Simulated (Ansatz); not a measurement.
Ga (diamond, space group No. 227) under volume change, plane-wave PAW PBEsol (Ansatz code), scaled uniformly.

```
V (Å³/atom)  E − E(relaxed) (meV/atom)  P (GPa)
-----------  -------------------------  -------
21.722                            32.1     5.24
22.438                             [?]      [?]
23.154                             3.2     1.45
23.870                             0.0     0.00
24.586                             2.8    -1.23
25.302                            10.7    -2.25
26.018                             [?]      [?]
```

Question: Fill in the missing entries.

Answer: 
- 26.018, E − E(relaxed) (meV/atom): 22.7
- 26.018, P (GPa): -3.09
- 22.438, E − E(relaxed) (meV/atom): 13.4
- 22.438, P (GPa): 3.19

Question: What does a third-order Birch–Murnaghan fit give for V₀, B₀ and B′?

Answer: V₀ = 23.87 Å³/atom, B₀ = 44.3 GPa, B′ = 4.8.

Space group Fd-3m (diamond). The start of the workflow was typed in or built on a structure type; neither database checked (COD, Materials Project) lists it. It is not the phase usual at ambient conditions (space group No. 64). The cell was relaxed with PBEsol under the symmetry of its start. At this level the phase is mechanically unstable. The volume moved by -22 % from the start of the relaxation.

Potentials: the earlier of the program's two PAW sets.
